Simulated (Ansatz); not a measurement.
B:
Space group Cmce (No. 64); a = 2.9006 Å, b = 5.2672 Å, c = 3.2239 Å, α = 90.00°, β = 90.00°, γ = 90.00°

```csv
atom,site,symmetry,x,y,z
B,8f,m..,0.0000,0.1565,0.0902
```
(The calculation used a cell of 4 atoms; values per cell refer to that cell.)

Relaxed with LDA.

### Question
Decompose the optical modes at the zone centre into irreducible representations, and say which are infrared and Raman allowed.

### Answer
Point group mmm: Γ_opt = 2Ag + Au + B1g + B1u + B2g + B2u + 2B3g. Infrared: B1u, B2u. Raman: Ag, B1g, B2g, B3g.

### Question
Assign frequencies (DFPT, LDA in the plane-wave PAW code Ansatz).

### Answer
B1g 380, B1u 463, Au 605, B3g 692, Ag 694, B3g 823, B2u 833, B2g 903, Ag 957 cm⁻¹.

Subscripts of B labels follow the axes of the standard setting.

A made-up cell: these elements were put on the sites of a structure type; neither database checked (COD, Materials Project) lists it. It is not the phase usual at ambient conditions (space group No. 166). The cell was relaxed with LDA under the symmetry of its start; of distortions, only those at the zone centre were tested. A crystal of weakly bound layers computed without a dispersion correction: the cell and the soft elastic constants depend strongly on that. As this level gives no gap, phonon frequencies hold no LO–TO term and depend on the k-mesh and smearing (Fermi–Dirac, 0.1 eV here).

Potentials: the earlier of the program's two PAW sets.
